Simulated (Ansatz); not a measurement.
# Ionic part of the dielectric constant of Zr3SiO8, mode by mode

All numbers below come from DFT PBE, scalar-relativistic, plane waves, PAW in Ansatz 0.2.0. Settings: 420 eV plane-wave cutoff, Γ-centred 6×6×6 mesh, fixed occupations. No spin polarisation. Phonons by linear response, acoustic sum rule imposed.

Space group P-43m (No. 215), cubic, a = 5.059 Å. Around Zr lie 4 O at 2.08 Å and 4 O at 2.41 Å; Si has 4 O at 1.69 Å; O on its first site has 3 Zr at 2.08 Å; O on its second site is surrounded by 1 Si at 1.69 Å and 3 Zr at 2.41 Å.

It was reached by relaxing an invented guess, and it needn't be the stable form of this composition.

The primitive cell has V = 129.46 Å³ and ε∞,yy = 5.075. Each polar mode adds Δε = (4.92064×10⁷/V)·S/ν² along y, with S its oscillator strength in e²/amu, ν in cm⁻¹ and V in Å³.

Question: From these modes, find each Δε and ε0,yy.
| ν (cm⁻¹) | S_yy (e²/amu) |
| --- | --- |
| 216.81 | 1.367 |
| 296.61 | 0.1097 |
| 315.83 | 0.2953 |
| 514.91 | 0.4036 |
| 537.59 | 2.088 |
| 783.58 | 0.5663 |

Answer:
| ν (cm⁻¹) | Δε |
| --- | --- |
| 216.81 | 11.05 |
| 296.61 | 0.47 |
| 315.83 | 1.13 |
| 514.91 | 0.58 |
| 537.59 | 2.75 |
| 783.58 | 0.35 |

The sum is 16.33, so ε0,yy = 21.41; the run's tensor has 21.40.

Question: Where do the longitudinal modes lie for a wave vector along y?

Answer: At 275.19, 302.34, 357.10, 518.46, 689.11, 852.19 cm⁻¹. The Lyddane–Sachs–Teller product Π(ν_LO/ν_TO)² = 4.22 agrees with ε0/ε∞ = 4.22.
